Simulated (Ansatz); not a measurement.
Stationary points along a deformation path in Ge

Method: Ansatz, DFT PBEsol+D3(BJ), scalar-relativistic, plane waves, PAW. The runs took a 420 eV cutoff, a Γ-centred 20×20×12 mesh and Gaussian smearing (0.15 eV). No spin polarisation. Energies are free energies at this smearing, counted from the undisturbed cell; pressure is positive in compression.

Zero of the scan (as given, not relaxed at this level; it stands at -2.7 GPa; this form isn't the usual structure):

```yaml
crystal:
  lattice:
    - [1.48805, -2.59469, 0.00000]
    - [1.48805, 2.59469, 0.00000]
    - [0.00000, 0.00000, 4.72760]
  atoms:
    - { symbol: Ge, position: [0.66655, 0.33345, 0.25000] }
    - { symbol: Ge, position: [0.33345, 0.66655, 0.75000] }
```

At fixed volume and fractional coordinates, lengths along (0.000, 0.000, 1.000) are scaled against those across it; ρ is that ratio over its starting value. V = 18.253 Å³/atom. Δσ is the stress along the axis less the mean stress across it (compression positive).

```
    ρ  ΔE (meV/atom)  Δσ (GPa) space group
0.800           55.9     -0.54         Cmcm
0.850           47.5      3.70         Cmcm
0.920           24.0      3.42         Cmcm
0.960           10.6      4.47         Cmcm
1.000            0.0      1.97         Cmcm
1.050           -3.1      0.24         Cmcm
1.100           -0.3     -2.31         Cmcm
1.200           32.8     -8.48         Cmcm
1.300          106.2    -14.60         Cmcm
```

Problem. How does the stress give the slope of the energy, and where is the energy stationary?

Solution. Along the path d ln(length) is 2/3 d ln ρ on the axis and −1/3 d ln ρ across it, so dE/d ln ρ = −(2/3) V Δσ: the energy falls with ρ where Δσ is positive. Δσ vanishes or changes sign between ρ = 0.800 and 0.850, a maximum (near 0.81 by linear interpolation); between ρ = 1.050 and 1.100, a minimum (near 1.05 by linear interpolation). Pairs of stationary points between two samples would go unseen, and could change a minimum read from distant neighbours into a maximum.

Problem. Integrate that slope from ρ = 1 to 1.200 by the trapezoid rule.

Solution. With V/N in Å³ and 1 eV/Å³ = 160.2 GPa the slopes at ρ = 1.000, 1.050, 1.100, 1.200 are -149, -18, 176, 644 meV/atom per unit of ln ρ. The steps add (-4.1) + 3.7 + 35.6 = 35.2 meV/atom, against 32.8 from the energies; the trapezoid rule misses the curvature of the slope within each step.

Problem. Is the start the lowest point of the path?

Solution. No: ρ = 1.050 lies 3.1 meV/atom lower, with no sampled rise above the start on the way. Volume and inner coordinates are held, so a relaxed structure there would lie lower still.

In a metal these slopes depend on the k mesh and the smearing.

Cost: 9 runs of about 3.4 core-minutes in all, on Arm Neoverse V1 (shared hosts).